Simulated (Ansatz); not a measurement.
**CuLaTe2 (ordering on rocksalt) under strain**

CuLaTe2, ordered on the rocksalt lattice (R-3m) with 4 atoms a cell, relaxed with r2SCAN in Ansatz. The symmetry is R-3m (No. 166, trigonal); conventional cell a = 4.476 Å, c = 20.249 Å, 29.27 Å³ an atom. Cu has 6 Te at 2.97 Å; La has 6 Te at 3.21 Å; Te has 3 Cu at 2.97 Å and 3 La at 3.21 Å.

The axes x, y and z are those of this cell:
```xyz
4
Lattice="2.2379 1.2920 6.7495 -2.2379 1.2920 6.7495 0.0000 -2.5841 6.7495" Properties=species:S:1:pos:R:3 pbc="T T T"
Cu    2.2379    1.2920    6.7495
La    0.0000    0.0000   10.1243
Te    0.0000    0.0000    5.2826
Te    0.0000    0.0000   14.9660
```

Unstrained: PBE gives an indirect gap of 0.783 eV, from k = (0.279, -1/2, -0.279) to F; the least direct gap is 1.235 eV at k = (0.577, 0, 0.423). With r2SCAN the valence top lies at k = (0.279, -1/2, -0.279) and the conduction bottom at F, 1.008 eV higher; the smallest vertical gap, at F, is 1.458 eV. With HSE06 the valence top lies at Γ and the conduction bottom at F, 1.328 eV higher; the smallest vertical gap, at k = (0.577, 0, 0.423), is 2.050 eV. Meshes: PBE 6×6×6, r2SCAN 6×6×6, HSE06 4×4×4. Strains are changes of length per length. After each strain the atoms were relaxed again with r2SCAN within the symmetry that the strain leaves, so tilts or polar shifts that break it weren't tested; points keep the names that they have in the unstrained zone. Simulation only: spin-unpolarised, and no claim that this is the phase found in nature.

Changes of the least gap in eV (an overlap counts as a negative gap):
```json
{"strain": "isotropic +0.72 % on every length", "volume change (%)": "+2.2", "space group": "R-3m", "PBE": "+0.059", "r2SCAN": "+0.060", "HSE06": "+0.066", "energy rise, r2SCAN (meV/atom)": "2.1"}
```

Isotropic +0.72 % on every length. HSE06: the gap goes from 1.328 to 1.394 eV (+0.066 eV). Stress change with r2SCAN, compression positive: xx -1.03, yy -1.03, zz -1.00 GPa. For HSE06, dE_g/d ln V = 3.1 eV over this step.

No spin-orbit coupling is included; it can move band edges with weight on the heavy atoms by tenths of an eV.

Where an edge lies off the special points, it is a point of the mesh or the k point where a search put PBE's edge or least direct gap, reused for the other functionals, whose own edges may lie a little apart.

Coordinates of k points refer to the reciprocal vectors of the primitive cell of the runs.
